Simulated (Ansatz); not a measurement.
CaO (rock salt, space group No. 225), a = b = c = 4.767 Å, α = β = γ = 90.00°; the cell used has 2 atoms.

Relaxed with PBEsol. Plane-wave PAW PBEsol (Ansatz code) gives a gap of 3.54 eV.

Question: What gap does HSE06 give on the same cell (Ansatz, PAW)?

Answer: 5.31 eV, 1.77 eV more. The hybrid was solved on a coarser mesh and at special points; its gap is the smallest among all of these.

```csv
k,v1 PBEsol,c1 PBEsol,v1 HSE06,c1 HSE06
Γ,0.00,4.78,[?],[?]
X,-0.37,3.54,-0.42,5.31
L,-1.26,7.14,[?],[?]
W,-1.07,6.34,[?],[?]
K,-0.81,5.11,[?],[?]
```

Question: Top valence (v1) and lowest conduction level (c1) in eV from each method's valence maximum (which need not be a listed point): supply the withheld HSE06 values.

Answer: 
- W, v1 HSE06: -1.14
- W, c1 HSE06: 8.28
- K, v1 HSE06: -0.85
- K, c1 HSE06: 6.95
- L, v1 HSE06: -1.30
- L, c1 HSE06: 9.17
- Γ, v1 HSE06: 0.00
- Γ, c1 HSE06: 6.47

Cost on shared cores: the PBEsol run (SCF on a 10×10×10 mesh, then bands and DOS) very roughly 7 core-seconds, the HSE06 run (SCF on 7×7×7, then a few points) roughly 60 core-seconds; the tasks are unlike.

Space group Fm-3m (rock salt). Symmetry was held in the PBEsol relaxation.

Potentials: the later of the program's two PAW sets.
